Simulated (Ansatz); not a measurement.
Gd (hcp, Mg type)

```xyz
2
Lattice="3.6482 0.0000 0.0000 -1.8241 3.1594 0.0000 0.0000 0.0000 5.8343" Properties=species:S:1:pos:R:3 pbc="T T T"
Gd     0.0000     2.1063     4.3757
Gd     1.8241     1.0531     1.4586
```

The slice is a (1 -1 0 0) plane (indices of the conventional cell) through the point (0.333, 0.667, 0.750) (fractional), spanned by u = [110] and v = [001] in vectors of this cell: u (3.65 Å) and v (5.83 Å, at 90° to u). It covers one period; positions are fractions (u, v).

The numbers are results of PBE (plane waves to 420 eV, PAW, scalar-relativistic; Ansatz, an electronic-structure program), not measurements. k mesh 15×15×8. These are valence fields of a PAW run, semicore shells included where kept as valence: close to a nucleus they are smooth pseudo fields. Gd was relaxed with its symmetry unable to fall. Relaxed Gd ends ferromagnetic. The PAW data are Ansatz's earlier set. Other magnetic orders were not checked, so this need not be the ground state. The filling of the f shell was not checked against other fillings, so treat energies with care.

Problem. What is the ELF at the midpoint of the shortest Gd–Gd line in this plane (3.65 Å)?

Solution. 0.2.

Problem. What is the valence density on the shortest Gd–Gd line in this plane (3.65 Å), at its midpoint?

Solution. 0.10 e/Å³.

Problem. Sketch the spin density, up minus down on this plane as a map.

Solution. 
```
|66441100000000000000001144|
|11000000000000000000000000|
|00000000000000000000000000|
|00000000000000000000000000|
|00000000000000000000000000|
|00000000000000000000000000|
|00000000000000000000000000|
|00000000000000000000000000|
|00000000000000000000000000|
|00000000000000000000000000|
|00000000000000000000000000|
|00000000000000000000000000|
|00000000000000000000000000|
|00000000000000000000000000|
|00000000000000000000000000|
|00000000000000000000000000|
|00000000000000000000000000|
|11000000000000000000000000|
|66441100000000000000001144|
|99661100000000000000001166|
```
Scale: ten equal steps from 0.01 (start of '0') to 16.50 (end of '9'), in the order '0123456789'. Values: spin density, up minus down in e/Å³. The map has 13 points along u (two characters each, u = 0 at the left) and 20 along v (v = 0 in the bottom row).
